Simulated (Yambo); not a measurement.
CaCrO₄ (space group I4_1/amd, No. 141); a = b = c = 6.006 Å, α = β = 105.82°, γ = 117.05°. With the G0W0 scissor the direct gap on the mesh is 4.77 eV. Axes are Cartesian, with cell vectors (Å) (-3.62, 3.62, 3.14), (3.62, -3.62, 3.14), (3.62, 3.62, -3.14).

Problem. Can the lowest exciton of this BSE run be trusted, and with what binding energy? (Yambo, PBEsol bands; 4×4×4 mesh, 22 valence and 10 conduction bands, static screening with 109 bands and a 3 Ry block, scissor 2.46 eV, Tamm-Dancoff.)

Solution. The two meshes tried agree. These are vertical excitations (zero momentum). The lowest state lies at 2.81 eV (dark for light along x), the direct quasiparticle gap on this mesh at 4.77 eV. Its binding energy, counted from that gap, is 1.96 eV; it spreads over about 63 k points of the mesh. On a 2×2×2 mesh the same difference is 1.93 eV. The first optically allowed state is at 3.10 eV. The scissor comes from a G0W0 run whose convergence isn't established. The 3d shell has no Hubbard U; the runs are without spin polarisation, and magnetic order was not tried.

Geometry of the Materials Project entry, not relaxed at this level.
